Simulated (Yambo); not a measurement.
G0W0@PBEsol for CsCdCl3 (cubic perovskite, space group Pm-3m, No. 221) in Yambo (2×2×2 mesh, 8 Ry block, plasmon pole, screening fixed), without a terminator:

```csv
bands N in G,gap R → Γ (eV),shift of the valence edge (eV)
95,3.675,-0.664
168,3.661,-0.947
268,3.708,-1.106
```

Question: Extrapolate both columns to infinite N with E(N) = E∞ + A/N, test the form, and compare with the terminator.

Answer: From two points, E∞ = (N2 E2 − N1 E1)/(N2 − N1). The two largest N give 3.79 eV for the gap and -1.37 eV for the shift; the two smallest give 3.64 eV and -1.32 eV. For the gap the slopes A are 3.1 and -21 eV: the form isn't reached, and its limit is uncertain. For the shift the slopes A are 62 and 72 eV: the 1/N form holds. With the Bruneval-Gonze terminator and 268 bands the run gives 3.76 eV and -1.25 eV, 0.02 eV and 0.12 eV from the extrapolated values: the terminator too is an estimate of the remainder. Block, mesh and the bands in W are held fixed.

Spin-orbit coupling is not included.

Geometry of the Materials Project entry, not relaxed at this level; primitive cell a = b = c = 5.264 Å, α = β = γ = 90.00°.

A shift is the quasiparticle energy of the state minus its PBEsol energy.
